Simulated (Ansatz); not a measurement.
### Question
Each is relaxed and computed with DFT-PBEsol in the program Ansatz with PAW potentials. Which is the only metal?
(A) Ta2GeB2, P-6m2 (Ta on 2h, Ge on 1a, B on 1b, B on 1f)
(B) SiGeC2, P-4m2 (Si on 1a, C on 2g, Ge on 1c)
(C) B4C, Cm (Pearson symbol mS30)
(D) LiTaO3, P4mm (Ta on 1b, Li on 1a, O on 1b, O on 2c)

### Answer
A, Ta2GeB2, P-6m2 (Ta on 2h, Ge on 1a, B on 1b, B on 1f). Ta2GeB2: metal; B4C: gap 2.82 eV (indirect); LiTaO3: gap 2.21 eV (indirect); SiGeC2: gap 1.38 eV (indirect). Typed or built starts, not in the databases checked: Ta2GeB2, P-6m2 (Ta on 2h, Ge on 1a, B on 1b, B on 1f); LiTaO3, P4mm (Ta on 1b, Li on 1a, O on 1b, O on 2c); SiGeC2, P-4m2 (Si on 1a, C on 2g, Ge on 1c). Not the usual ambient phase: LiTaO3, P4mm (Ta on 1b, Li on 1a, O on 1b, O on 2c). Standing as an ambient phase not checked: B4C, Cm (Pearson symbol mS30). All cells were relaxed under the symmetry of their starts (and spin orders); stability against distortions was not tested throughout. Named crystals with no word on spin ran without spin polarisation. Spin–orbit coupling is left out wherever it is not named.

Potentials: the earlier of the program's two PAW sets. The files were generated under PBE; for other functionals the program regenerates the frozen cores, and for LDA and PBEsol the local potential too.
